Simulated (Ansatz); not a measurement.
# PbO (P4/nmm)

Level of theory: DFT PBE+D3(BJ), scalar-relativistic, plane waves, PAW in Ansatz.

Settings: cutoff 420 eV, Γ-centred mesh 8×8×6 on the computed 4-atom cell, Gaussian smearing of 0.02 eV; no spin polarisation.

The structure is relaxed at this level of theory with its symmetry kept. Whether it is the stable form of this composition wasn't checked.

It takes space group P4/nmm (No. 129, tetragonal). Conventional cell: a = 4.034 Å, b = 4.034 Å, c = 4.993 Å, α = 90.00°, β = 90.00°, γ = 90.00°. Around Pb (site symmetry 4mm) lie 4 O at 2.34 Å. O (site symmetry -4m2) is surrounded by 4 Pb at 2.34 Å.

- Volume per atom: 20.32 Å³
- Kohn–Sham band gap: 1.27 eV
- Löwdin character of the top 1 eV of the valence band: O 2p 66 %, Pb 6s 17 %, Pb 6p 15 %
- Löwdin character of the lowest 1 eV of the conduction band: Pb 6p 70 %, O 2s 9 %, O 2p 9 %, unprojected 5 %
- Bader charges (e): Pb (2 in the cell) 1.16, O (2 in the cell) -1.16

Spin-orbit coupling is left out, which matters for the bands of heavy elements.